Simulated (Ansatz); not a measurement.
Starting structure, Cl put at a bridge Ti-Si site (TiSi₂, Fddd (No. 70), (0 0 1) face):

```
CELL_PARAMETERS angstrom
4.70358 0.00000 0.00000
-2.32068 4.09123 0.00000
0.00000 0.00000 27.46146
ATOMIC_POSITIONS crystal
Ti 0.50000 0.00000 0.30952
Si 0.16345 0.33655 0.30952
Si 0.83655 0.66345 0.30952
Ti 0.00000 0.00000 0.38656
Si 0.33655 0.66345 0.38656
Si 0.66345 0.33655 0.38656
Ti 0.00000 0.50000 0.46409
Si 0.66092 0.83711 0.46412
Si 0.33908 0.16289 0.46412
Ti 0.50000 0.50000 0.54199
Si 0.83729 0.16191 0.54145
Si 0.16271 0.83809 0.54145
Ti 0.50000 0.00000 0.61988
Si 0.15340 0.33168 0.61936
Si 0.84660 0.66832 0.61936
Cl 0.82670 0.16584 0.70217
```

These are results of DFT PBE+D3(BJ), scalar-relativistic, plane waves, PAW (Ansatz 0.2.0), not measurements. Settings: cutoff 420 eV, Γ-centred mesh 7×7×1 on the computed 16-atom cell, Gaussian smearing of 0.10 eV; no spin polarisation. The cell repeats along c with a dipole correction in the vacuum.

Atoms 1, 2, 3, 4, 5, 6 (counted from 1) are held. The cell is fixed. Force threshold 0.03 eV/Å.

| step | E − E_final (eV) | largest force (eV/Å) |
| --- | --- | --- |
| 1 | 0.821 | 1.101 |
| 2 | 0.524 | 0.579 |
| 3 | 0.359 | 0.505 |
| 4 | 0.226 | 0.469 |
| 5 | 0.119 | 0.462 |
| 6 | 0.052 | 0.297 |
| 7 | 0.012 | 0.154 |
| 8 | 0.000 | 0.036 |
| 9 | 0.001 | 0.061 |
| 10 | 0.000 | 0.006 |

Problem. What is the final structure?

Solution.
```yaml
crystal:
  lattice:
    - [4.70358, 0.00000, 0.00000]
    - [-2.32068, 4.09123, 0.00000]
    - [0.00000, 0.00000, 27.46146]
  atoms:
    - { symbol: Ti, position: [0.50000, 0.00000, 0.30952] }
    - { symbol: Si, position: [0.16345, 0.33655, 0.30952] }
    - { symbol: Si, position: [0.83655, 0.66345, 0.30952] }
    - { symbol: Ti, position: [0.00000, 0.00000, 0.38656] }
    - { symbol: Si, position: [0.33655, 0.66345, 0.38656] }
    - { symbol: Si, position: [0.66345, 0.33655, 0.38656] }
    - { symbol: Ti, position: [0.00027, 0.50025, 0.46460] }
    - { symbol: Si, position: [0.66320, 0.83830, 0.46417] }
    - { symbol: Si, position: [0.33729, 0.16222, 0.46417] }
    - { symbol: Ti, position: [0.50113, 0.50033, 0.54203] }
    - { symbol: Si, position: [0.83099, 0.16188, 0.54192] }
    - { symbol: Si, position: [0.17125, 0.83876, 0.54191] }
    - { symbol: Ti, position: [0.50138, 0.00029, 0.62583] }
    - { symbol: Si, position: [0.14144, 0.32465, 0.61753] }
    - { symbol: Si, position: [0.86135, 0.67579, 0.61755] }
    - { symbol: Cl, position: [0.50295, 0.99945, 0.70710] }
```

The end is the local minimum or symmetric point that this start leads to.

Spin polarisation was left out, and a magnetic state may lie lower.

Cost: 1 run of about 27 core-minutes, on Arm Neoverse V1 (shared hosts).